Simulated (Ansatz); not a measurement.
Does relaxation matter for the field gradients of HfO2 with indium replacing Hf?

Start: a supercell of HfO2 (fluorite type, Fm-3m) built from a structure deposited in the COD, with all atoms left at the host's positions.

Space group Fm-3m (No. 225); a = 10.2300 Å.

```
site  Wyckoff  site symmetry       x       y       z
  In       4a           m-3m  0.0000  0.0000  0.0000
 Hf2      24d           m.mm  0.2500  0.2500  0.0000
 Hf8       4b           m-3m  0.5000  0.5000  0.5000
  O9      32f            .3m  0.1250  0.1250  0.1250
 O12      32f            .3m  0.6250  0.3750  0.3750
```

One atom of each set is listed; the run and its k-mesh use a cell of 24 atoms with edges of 7.23, 7.23, 7.23 Å.

Computed with Ansatz: DFT, PBE, plane waves and PAW, scalar-relativistic, 420 eV cutoff, Γ-centred 3×3×3 k-points, Fermi–Dirac smearing 0.01 eV, cell charge -1.

The largest force at the start is 1.2 eV/Å. Relaxing the ions at fixed cell moves them by 0.066 Å at most (atom 9, O) and 0.040 Å rms. End positions:

In (0.0000, 0.0000, 0.0000)
Hf2 (0.2500, 0.2500, 0.0000)
Hf8 (0.5000, 0.5000, 0.5000)
O9 (0.1287, 0.1287, 0.1287)
O12 (0.6238, 0.3762, 0.3762)

```json
{"site": "In", "moved (Å)": "0.000", "first shell before": "8 O at 2.21 Å", "first shell after": "8 O at 2.28 Å", "V_zz before (10²¹ V/m²)": "0.00", "η before": "–"}
{"site": "Hf2", "moved (Å)": "0.000", "first shell before": "8 O at 2.21 Å", "first shell after": "8 O at 2.19–2.22 Å", "V_zz before (10²¹ V/m²)": "-4.44", "η before": "0.87"}
{"site": "O9", "moved (Å)": "0.066", "first shell before": "1 In at 2.21 Å, 3 Hf at 2.21 Å", "first shell after": "3 Hf at 2.19 Å, 1 In at 2.28 Å", "V_zz before (10²¹ V/m²)": "0.23", "η before": "0.00"}
{"site": "O12", "moved (Å)": "0.021", "first shell before": "4 Hf at 2.21 Å", "first shell after": "4 Hf at 2.19–2.22 Å", "V_zz before (10²¹ V/m²)": "0.12", "η before": "0.00"}
```

Q: How do the gradients change?

A: 

```json
{"site": "In", "V_zz after": "0.00", "η after": "–", "change of V_zz": "0.00"}
{"site": "Hf2", "V_zz after": "5.67", "η after": "0.24", "change of V_zz": "–"}
{"site": "O9", "V_zz after": "0.73", "η after": "0.00", "change of V_zz": "+0.50"}
{"site": "O12", "V_zz after": "-0.42", "η after": "0.00", "change of V_zz": "-0.54"}
```

The largest change of V_zz along a kept axis is on O12, from 0.12 to -0.42. The whole tensor moves most on Hf2, by 2.45 along its most changed direction. V_zz changes sign on O12 (same axis). On Hf2 the largest principal value lies along another axis in the second run, so the two V_zz can't be compared directly. Other sites without a gradient aren't listed.

The defect repeats with the cell of 24 atoms, so it feels its images: sites between two images don't show the values beside a lone defect, and zeros or small values of η there can come from the images' arrangement. This high-symmetry form of HfO2 is unstable when cold, to shifts of the oxygen columns, towards the tetragonal form. The symmetry of the cell holds that distortion back, wholly or in part, and it would change the field gradients, the more the larger the distortion. A uniform background compensates the cell's charge. Without spin–orbit coupling the gradients at and beside Hf can be off by some per cent, at some sites by more.
Before: The neighbours have not yet relaxed around the defect (largest force 1.2 eV/Å), so a real crystal will differ.
After: The relaxation keeps the site symmetry m-3m of the start, so the impurity can't leave its site; a start off the site could end lower.
